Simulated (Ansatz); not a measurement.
Data:

PbS:
```
PbS
1.0
    4.12376     0.00000     0.00000
   -2.06188     3.57128     0.00000
    0.00000     0.00000     7.31688
Pb S
2 2
Cartesian
  0.00000   0.00000   0.00000
  0.00000   0.00000   3.65844
  0.00000   2.38085   1.82922
  2.06188   1.19043   5.48766
```

This is the HSE06-relaxed structure.

### Question
All from the program Ansatz at the HSE06 level (PAW), unless another level is named. Give the band gap.

### Answer
0.30 eV (direct).

### Question
What about the gap with spin–orbit coupling?

### Answer
0.09 eV (at the special points and the edges found without it).

### Question
Predict the valence-band maximum.

### Answer
at Γ.

Space group P6_3/mmc (NiAs type). A made-up cell: these elements were put on the sites of a structure type; neither database checked (COD, Materials Project) lists it. It is not the phase usual at ambient conditions (space group No. 225). The cell was relaxed with HSE06 under the symmetry of its start; whether a distortion lowers the energy is not shown. The hybrid was solved on a coarse mesh, the path and, where they were found, the r²SCAN edge points; its band edges are the extreme levels among these. Scalar-relativistic: spin–orbit coupling is off unless named, which matters more the heavier the elements.

Potentials: the later of the program's two PAW sets.
